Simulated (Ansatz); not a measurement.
Relaxed-ion elastic tensor of CdTe (wurtzite, P6_3mc) in GPa (Voigt order), plane-wave PAW LDA (Ansatz code); density 6.05 g/cm³, 32.92 Å³ per atom.

```
66.8  38.2  31.2   0.0   0.0   0.0
38.2  66.8  31.2   0.0   0.0   0.0
31.2  31.2  78.2   0.0   0.0   0.0
 0.0   0.0   0.0  12.4   0.0   0.0
 0.0   0.0   0.0   0.0  12.4   0.0
 0.0   0.0   0.0   0.0   0.0  14.3
```

**Question.** Is the crystal mechanically stable?

**Answer.** Yes: the smallest eigenvalue of C is 12.4 GPa.

**Question.** Work out the Voigt, Reuss and Hill averages.

**Answer.** K_V = 45.9, K_R = 45.9, K_H = 45.9; G_V = 15.2, G_R = 14.5, G_H = 14.9 GPa.

**Question.** Give Young's modulus, Poisson's ratio, Pugh's ratio and the universal anisotropy index.

**Answer.** E = 9KG/(3K + G) = 40.2 GPa; ν = 0.35; K/G = 3.09 (ductile by the Pugh limit of 1.75); A_U = 5G_V/G_R + K_V/K_R − 6 = 0.26.

**Question.** Estimate the sound speeds and the Debye temperature.

**Answer.** v_l = √((K + 4G/3)/ρ) = 3290 m/s, v_t = √(G/ρ) = 1570 m/s, mean 1760 m/s; Θ = (h/k)(3n/4πV)^(1/3) v_m = 164 K.

**Question.** How much does each axis shrink under pressure?

**Answer.** Linear compressibilities β_i = Σ_j S_ij (j = 1 to 3): x 7.5, y 7.5, z 6.8 per TPa.

The workflow started from a Materials Project entry (that database holds measured and hypothetical structures alike); the Crystallography Open Database copy checked does not list it. It is not the phase usual at ambient conditions (space group No. 216). The cell was relaxed with LDA under the symmetry of its start; whether a distortion lowers the energy is not shown. Scalar-relativistic: spin–orbit coupling is off unless named, which matters more the heavier the elements.

Potentials: the earlier of the program's two PAW sets. The files were generated under PBE; for other functionals the program regenerates the frozen cores, and for LDA and PBEsol the local potential too.
